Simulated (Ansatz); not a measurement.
**Calculated with Ansatz: BaGe$_{2}$Se$_{2}$, relaxation**

Run with:

```bash
ansatz run input.yaml --threads 2 --pin off --max-ram 2560MiB --backend cpu --events-out ev --progress --plain --runs-dir out
```

The input file (Ansatz 0.2.0, plane waves):

```yaml
crystal:
  lattice:
    - [2.554752, 4.424958, 0.0]
    - [-2.554752, 4.424958, 0.0]
    - [0.0, 0.0, 5.52753]
  atoms:
    - { symbol: Se, position: [0.3333, 0.3334, 0.1232] }
    - { symbol: Se, position: [0.6667, 0.6666, 0.8768] }
    - { symbol: Ba, position: [0.0, 0.0, 0.0] }
    - { symbol: Ge, position: [0.3333, 0.3334, 0.468] }
    - { symbol: Ge, position: [0.6667, 0.6666, 0.532] }
  symmetry: { tolerance: 0.0003 }
kpoints:
  mp_grid: { grid: [7, 7, 6], shift: [0, 0, 0] }
magnetization:
  spin_polarized: false
scf:
  occupations: { method: fermi_dirac }
  lower_state_search: "off"
hamiltonian:
  pseudopotentials: { kind: paw }
  xc: pbe
basis:
  ecutwfc: 420
  fft_grid_basis: typed
relax:
  max_steps: 40
  cell: { p_target: 0.0 }
  f_tol: 0.03
output:
  forces: true
  stress: true
  eigenvalues: true
  bader: true
  populations: true
  elf: true
  write_potential: true
  volumetric_format: npy
  dos:
    e_range: [-12, 8]
    de: 0.05
    projected: { site_lists: { Ba: [Ba], Ge: [Ge], Se: [Se] } }
checkpoint:
  read: saved_state
```

Origin of the cell: a known structure type with other elements, at an estimated volume, so it need not be a known compound.

The smearing width isn't typed, so it takes its default of 0.1 eV.

The saved state is a converged single point of the same cell.

Steps («new basis» is an SCF on plane waves selected anew at the same cell):

```tsv
step	ΔF (meV/atom)	max force component (eV/Å)	P (GPa)	volume (Å³)	SCF iterations	step was
1	0.0	11.676	28.49	124.97	6	accepted
2	-850.1	0.756	6.61	139.29	8	accepted
3	-925.5	0.391	2.22	154.60	7	accepted
4	-953.6	0.198	0.82	162.22	7	accepted
5	-975.2	0.129	0.06	166.39	7	accepted
6	-990.5	0.155	-0.32	168.69	6	accepted
7	-999.0	0.243	-0.61	166.87	7	accepted
8	-1001.5	0.040	0.28	162.80	6	accepted
9	-1001.6	0.048	-0.22	164.44	6	accepted
10	-1001.9	0.001	0.00	163.94	4	accepted
11	-1050.9	0.043	1.84	163.94	10	new basis
12	-1085.9	0.021	1.74	165.55	6	accepted
13	-1120.0	0.074	1.41	167.81	6	accepted
14	-1150.6	0.074	0.89	169.88	6	accepted
15	-1177.0	0.006	0.43	170.32	6	accepted
16	-1196.4	0.171	0.23	169.61	6	accepted
17	-1207.8	0.059	-0.20	167.22	6	accepted
18	-1208.3	0.019	0.05	165.84	5	accepted
19	-1208.7	0.030	0.02	164.61	6	accepted
20	-1222.0	0.030	0.60	164.61	9	new basis
21	-1224.0	0.171	-0.04	166.62	6	accepted
22	-1225.7	0.035	-0.04	165.42	6	accepted
23	-1225.8	0.002	0.00	165.45	5	accepted
24	-1225.8	0.001	0.00	165.45	8	new basis
```

Step 1, with forces in eV/Å:

```xyz
5
Lattice="2.555 4.425 0.000 -2.555 4.425 0.000 0.000 0.000 5.528" Properties=species:S:1:pos:R:3:forces:R:3 pbc="T T T" step=1
Se    0.000    2.950    0.681    0.000    0.000  -11.676
Se    0.000    5.900    4.847    0.000    0.000   11.676
Ba    0.000    0.000    0.000    0.000    0.000    0.000
Ge    0.000    2.950    2.587    0.000    0.000   11.621
Ge    0.000    5.900    2.941    0.000    0.000  -11.621
```

Step 2, with forces in eV/Å:

```xyz
5
Lattice="2.634 4.562 0.000 -2.634 4.562 0.000 0.000 0.000 5.795" Properties=species:S:1:pos:R:3:forces:R:3 pbc="T T T" step=2
Se    0.000    3.042    0.568    0.000    0.000   -0.546
Se    0.000    6.083    5.227    0.000    0.000    0.546
Ba    0.000    0.000    0.000    0.000    0.000    0.000
Ge    0.000    3.042    2.846    0.000    0.000    0.756
Ge    0.000    6.083    2.949    0.000    0.000   -0.756
```

Step 3, with forces in eV/Å:

```xyz
5
Lattice="2.713 4.699 0.000 -2.713 4.699 0.000 0.000 0.000 6.065" Properties=species:S:1:pos:R:3:forces:R:3 pbc="T T T" step=3
Se    0.000    3.132    0.658    0.000    0.000   -0.350
Se    0.000    6.265    5.407    0.000    0.000    0.350
Ba    0.000    0.000    0.000    0.000    0.000    0.000
Ge    0.000    3.132    2.966    0.000    0.000    0.391
Ge    0.000    6.265    3.099    0.000    0.000   -0.391
```

Step 4, with forces in eV/Å:

```xyz
5
Lattice="2.719 4.709 0.000 -2.719 4.709 0.000 0.000 0.000 6.336" Properties=species:S:1:pos:R:3:forces:R:3 pbc="T T T" step=4
Se    0.000    3.139    0.738    0.000    0.000   -0.124
Se    0.000    6.278    5.598    0.000    0.000    0.124
Ba    0.000    0.000    0.000    0.000    0.000    0.000
Ge    0.000    3.139    3.067    0.000    0.000    0.198
Ge    0.000    6.278    3.270    0.000    0.000   -0.198
```

Step 5, with forces in eV/Å:

```xyz
5
Lattice="2.696 4.670 0.000 -2.696 4.670 0.000 0.000 0.000 6.608" Properties=species:S:1:pos:R:3:forces:R:3 pbc="T T T" step=5
Se    0.000    3.113    0.879    0.000    0.000   -0.129
Se    0.000    6.226    5.730    0.000    0.000    0.129
Ba    0.000    0.000    0.000    0.000    0.000    0.000
Ge    0.000    3.113    3.221    0.000    0.000    0.031
Ge    0.000    6.226    3.388    0.000    0.000   -0.031
```

Step 6, with forces in eV/Å:

```xyz
5
Lattice="2.661 4.609 0.000 -2.661 4.609 0.000 0.000 0.000 6.878" Properties=species:S:1:pos:R:3:forces:R:3 pbc="T T T" step=6
Se    0.000    3.072    0.929    0.000    0.000    0.001
Se    0.000    6.145    5.949    0.000    0.000   -0.001
Ba    0.000    0.000    0.000    0.000    0.000    0.000
Ge    0.000    3.072    3.272    0.000    0.000    0.155
Ge    0.000    6.145    3.607    0.000    0.000   -0.155
```

Step 7, with forces in eV/Å:

```xyz
5
Lattice="2.595 4.495 0.000 -2.595 4.495 0.000 0.000 0.000 7.151" Properties=species:S:1:pos:R:3:forces:R:3 pbc="T T T" step=7
Se    0.000    2.997    1.113    0.000    0.000   -0.243
Se    0.000    5.994    6.038    0.000    0.000    0.243
Ba    0.000    0.000    0.000    0.000    0.000    0.000
Ge    0.000    2.997    3.460    0.000    0.000    0.041
Ge    0.000    5.994    3.691    0.000    0.000   -0.041
```

Step 8, with forces in eV/Å:

```xyz
5
Lattice="2.571 4.453 0.000 -2.571 4.453 0.000 0.000 0.000 7.111" Properties=species:S:1:pos:R:3:forces:R:3 pbc="T T T" step=8
Se    0.000    2.969    1.081    0.000    0.000   -0.018
Se    0.000    5.937    6.030    0.000    0.000    0.018
Ba    0.000    0.000    0.000    0.000    0.000    0.000
Ge    0.000    2.969    3.437    0.000    0.000   -0.040
Ge    0.000    5.937    3.674    0.000    0.000    0.040
```

Step 9, with forces in eV/Å:

```xyz
5
Lattice="2.572 4.454 0.000 -2.572 4.454 0.000 0.000 0.000 7.177" Properties=species:S:1:pos:R:3:forces:R:3 pbc="T T T" step=9
Se    0.000    2.970    1.084    0.000    0.000    0.048
Se    0.000    5.939    6.093    0.000    0.000   -0.048
Ba    0.000    0.000    0.000    0.000    0.000    0.000
Ge    0.000    2.970    3.441    0.000    0.000   -0.010
Ge    0.000    5.939    3.736    0.000    0.000    0.010
```

Step 11, with forces in eV/Å:

```xyz
5
Lattice="2.575 4.460 0.000 -2.575 4.460 0.000 0.000 0.000 7.139" Properties=species:S:1:pos:R:3:forces:R:3 pbc="T T T" step=11
Se    0.000    2.973    1.078    0.000    0.000    0.043
Se    0.000    5.946    6.060    0.000    0.000   -0.043
Ba    0.000    0.000    0.000    0.000    0.000    0.000
Ge    0.000    2.973    3.432    0.000    0.000   -0.042
Ge    0.000    5.946    3.706    0.000    0.000    0.042
```

Step 12, with forces in eV/Å:

```xyz
5
Lattice="2.539 4.397 0.000 -2.539 4.397 0.000 0.000 0.000 7.415" Properties=species:S:1:pos:R:3:forces:R:3 pbc="T T T" step=12
Se    0.000    2.931    1.181    0.000    0.000    0.021
Se    0.000    5.863    6.234    0.000    0.000   -0.021
Ba    0.000    0.000    0.000    0.000    0.000    0.000
Ge    0.000    2.931    3.537    0.000    0.000   -0.013
Ge    0.000    5.863    3.878    0.000    0.000    0.013
```

Step 13, with forces in eV/Å:

```xyz
5
Lattice="2.510 4.347 0.000 -2.510 4.347 0.000 0.000 0.000 7.691" Properties=species:S:1:pos:R:3:forces:R:3 pbc="T T T" step=13
Se    0.000    2.898    1.288    0.000    0.000   -0.074
Se    0.000    5.796    6.403    0.000    0.000    0.074
Ba    0.000    0.000    0.000    0.000    0.000    0.000
Ge    0.000    2.898    3.642    0.000    0.000    0.066
Ge    0.000    5.796    4.049    0.000    0.000   -0.066
```

Step 14, with forces in eV/Å:

```xyz
5
Lattice="2.481 4.297 0.000 -2.481 4.297 0.000 0.000 0.000 7.966" Properties=species:S:1:pos:R:3:forces:R:3 pbc="T T T" step=14
Se    0.000    2.865    1.380    0.000    0.000   -0.013
Se    0.000    5.730    6.586    0.000    0.000    0.013
Ba    0.000    0.000    0.000    0.000    0.000    0.000
Ge    0.000    2.865    3.744    0.000    0.000    0.074
Ge    0.000    5.730    4.222    0.000    0.000   -0.074
```

Step 15, with forces in eV/Å:

```xyz
5
Lattice="2.443 4.232 0.000 -2.443 4.232 0.000 0.000 0.000 8.238" Properties=species:S:1:pos:R:3:forces:R:3 pbc="T T T" step=15
Se    0.000    2.821    1.491    0.000    0.000    0.006
Se    0.000    5.642    6.746    0.000    0.000   -0.006
Ba    0.000    0.000    0.000    0.000    0.000    0.000
Ge    0.000    2.821    3.867    0.000    0.000   -0.005
Ge    0.000    5.642    4.370    0.000    0.000    0.005
```

Step 16, with forces in eV/Å:

```xyz
5
Lattice="2.399 4.155 0.000 -2.399 4.155 0.000 0.000 0.000 8.506" Properties=species:S:1:pos:R:3:forces:R:3 pbc="T T T" step=16
Se    0.000    2.770    1.604    0.000    0.000   -0.163
Se    0.000    5.541    6.902    0.000    0.000    0.163
Ba    0.000    0.000    0.000    0.000    0.000    0.000
Ge    0.000    2.770    3.971    0.000    0.000    0.171
Ge    0.000    5.541    4.535    0.000    0.000   -0.171
```

Step 17, with forces in eV/Å:

```xyz
5
Lattice="2.344 4.061 0.000 -2.344 4.061 0.000 0.000 0.000 8.783" Properties=species:S:1:pos:R:3:forces:R:3 pbc="T T T" step=17
Se    0.000    2.707    1.713    0.000    0.000   -0.059
Se    0.000    5.414    7.070    0.000    0.000    0.059
Ba    0.000    0.000    0.000    0.000    0.000    0.000
Ge    0.000    2.707    4.098    0.000    0.000    0.026
Ge    0.000    5.414    4.684    0.000    0.000   -0.026
```

Step 18, with forces in eV/Å:

```xyz
5
Lattice="2.336 4.045 0.000 -2.336 4.045 0.000 0.000 0.000 8.776" Properties=species:S:1:pos:R:3:forces:R:3 pbc="T T T" step=18
Se    0.000    2.697    1.709    0.000    0.000   -0.011
Se    0.000    5.394    7.067    0.000    0.000    0.011
Ba    0.000    0.000    0.000    0.000    0.000    0.000
Ge    0.000    2.697    4.094    0.000    0.000    0.019
Ge    0.000    5.394    4.681    0.000    0.000   -0.019
```

Step 19, with forces in eV/Å:

```xyz
5
Lattice="2.317 4.013 0.000 -2.317 4.013 0.000 0.000 0.000 8.854" Properties=species:S:1:pos:R:3:forces:R:3 pbc="T T T" step=19
Se    0.000    2.675    1.744    0.000    0.000   -0.030
Se    0.000    5.350    7.109    0.000    0.000    0.030
Ba    0.000    0.000    0.000    0.000    0.000    0.000
Ge    0.000    2.675    4.131    0.000    0.000    0.003
Ge    0.000    5.350    4.723    0.000    0.000   -0.003
```

Step 20, with forces in eV/Å:

```xyz
5
Lattice="2.317 4.013 0.000 -2.317 4.013 0.000 0.000 0.000 8.854" Properties=species:S:1:pos:R:3:forces:R:3 pbc="T T T" step=20
Se    0.000    2.675    1.744    0.000    0.000   -0.030
Se    0.000    5.350    7.109    0.000    0.000    0.030
Ba    0.000    0.000    0.000    0.000    0.000    0.000
Ge    0.000    2.675    4.131    0.000    0.000    0.004
Ge    0.000    5.350    4.723    0.000    0.000   -0.004
```

Step 21, with forces in eV/Å:

```xyz
5
Lattice="2.305 3.992 0.000 -2.305 3.992 0.000 0.000 0.000 9.054" Properties=species:S:1:pos:R:3:forces:R:3 pbc="T T T" step=21
Se    0.000    2.661    1.781    0.000    0.000    0.110
Se    0.000    5.323    7.273    0.000    0.000   -0.110
Ba    0.000    0.000    0.000    0.000    0.000    0.000
Ge    0.000    2.661    4.180    0.000    0.000    0.171
Ge    0.000    5.323    4.874    0.000    0.000   -0.171
```

Step 22, with forces in eV/Å:

```xyz
5
Lattice="2.292 3.969 0.000 -2.292 3.969 0.000 0.000 0.000 9.093" Properties=species:S:1:pos:R:3:forces:R:3 pbc="T T T" step=22
Se    0.000    2.646    1.830    0.000    0.000   -0.035
Se    0.000    5.292    7.263    0.000    0.000    0.035
Ba    0.000    0.000    0.000    0.000    0.000    0.000
Ge    0.000    2.646    4.230    0.000    0.000   -0.013
Ge    0.000    5.292    4.864    0.000    0.000    0.013
```

Step 24, with forces in eV/Å:

```xyz
5
Lattice="2.294 3.974 0.000 -2.294 3.974 0.000 0.000 0.000 9.074" Properties=species:S:1:pos:R:3:forces:R:3 pbc="T T T" step=24
Se    0.000    2.649    1.818    0.000    0.000    0.001
Se    0.000    5.298    7.256    0.000    0.000   -0.001
Ba    0.000    0.000    0.000    0.000    0.000    0.000
Ge    0.000    2.649    4.218    0.000    0.000    0.000
Ge    0.000    5.298    4.856    0.000    0.000    0.000
```

| Item | Value |
| --- | --- |
| Free energy lowered by | 1225.8 meV/atom |
| Volume change | 32.38 % |
| Final pressure | 0.00 GPa |
| Relaxation steps listed | 24 |
| Formation energy (elements under the same functional, gases as molecules, uncorrected) | -0.801 eV/atom |
| Gap on the mesh | none (metal) |

Caveats: no dispersion correction, so spacings can come out too large where layers or molecules are weakly bound; the given cell is far from equilibrium, with atoms too close or a volume far off; the relaxation held the start's symmetry, so the end may be a saddle point.

Time: 3.7 min on 2 threads of Arm Neoverse V2, with other jobs on the host, peak memory 0.6 GiB, from a saved density.
